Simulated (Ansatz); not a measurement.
CH3NH2 on a (101) slab of WC (P-6m2 (No. 187)), 8 planes, outer planes C (top) and W (bottom), 1 a cell of 44.0 Å², relaxed and still whole (its atoms last):

```
CELL_PARAMETERS angstrom
5.80381 0.00000 0.00000
-2.90191 7.57358 0.00000
0.00000 0.00000 25.70216
ATOMIC_POSITIONS crystal
W 0.86011 0.72022 0.31126
W 0.86011 0.22022 0.31126
W 0.36011 0.72022 0.31126
W 0.36011 0.22022 0.31126
C 0.00346 0.00692 0.32345
C 0.00346 0.50692 0.32345
C 0.50346 0.00692 0.32345
C 0.50346 0.50692 0.32345
W 0.72022 0.44044 0.38440
W 0.72022 0.94044 0.38440
W 0.22022 0.44044 0.38440
W 0.22022 0.94044 0.38440
C 0.86357 0.72714 0.39659
C 0.86357 0.22714 0.39659
C 0.36357 0.72714 0.39659
C 0.36357 0.22714 0.39659
W 0.58065 0.16036 0.45841
W 0.57951 0.66099 0.45820
W 0.08059 0.16043 0.45846
W 0.08156 0.66094 0.45813
C 0.72280 0.44521 0.46910
C 0.72279 0.94492 0.46993
C 0.22281 0.44519 0.46925
C 0.22340 0.94503 0.46991
W 0.43849 0.87734 0.53156
W 0.43914 0.37772 0.53034
W 0.93688 0.87330 0.52976
W 0.93929 0.37776 0.53027
C 0.59230 0.18537 0.54154
C 0.59129 0.67466 0.54141
C 0.09054 0.18181 0.54205
C 0.08703 0.67469 0.54124
C 0.26612 0.93765 0.64688
N 0.46009 0.89493 0.61895
H 0.08980 0.82885 0.64036
H 0.25512 0.05925 0.63025
H 0.30257 0.95410 0.68896
H 0.46817 0.77664 0.63071
H 0.62877 0.99134 0.62538
```

All numbers below come from DFT PBE+D3(BJ), scalar-relativistic, plane waves, PAW in Ansatz 0.2.0. Cutoff 420 eV; k points 4×3×1 on the computed 39-atom cell (Γ-centred); Gaussian smearing, width 0.10 eV; no spin polarisation. A dipole correction removes the field between periodic images along c.

It binds with 1.77 eV a molecule against the clean slab and the free molecule (no zero-point or thermal terms); its shortest contact is N–W 2.25 Å. Take first-order desorption with no barrier to adsorption, no reaction on the face and an assumed prefactor of 10^13 s⁻¹.

Question: How long does a molecule stay at 473 K?

Answer: τ = ν⁻¹·exp(E/k_BT) with k_BT = 0.0408 eV: E/k_BT = 43.4, so τ ≈ 7×10^5 s. It outlasts a purge of seconds.

Question: Where does its peak lie in a desorption experiment heated at 5 K/s?

Answer: The peak obeys E/(k_B·T_p²) = (ν/β)·exp(−E/k_BT_p). Solving gives T_p ≈ 655 K (E/k_BT_p = 31.4). An error of 0.1 eV in E moves it by about 37 K, and larger molecules have larger prefactors, which lowers it.

Question: Is this physisorption or chemisorption?

Answer: The tightest contact, N–W 2.25 Å, is 0.97 times the sum of covalent radii, and deformation and lateral interaction add up to +0.07 eV. This is chemisorption.

The molecule may also break up before it leaves, which wasn't tried.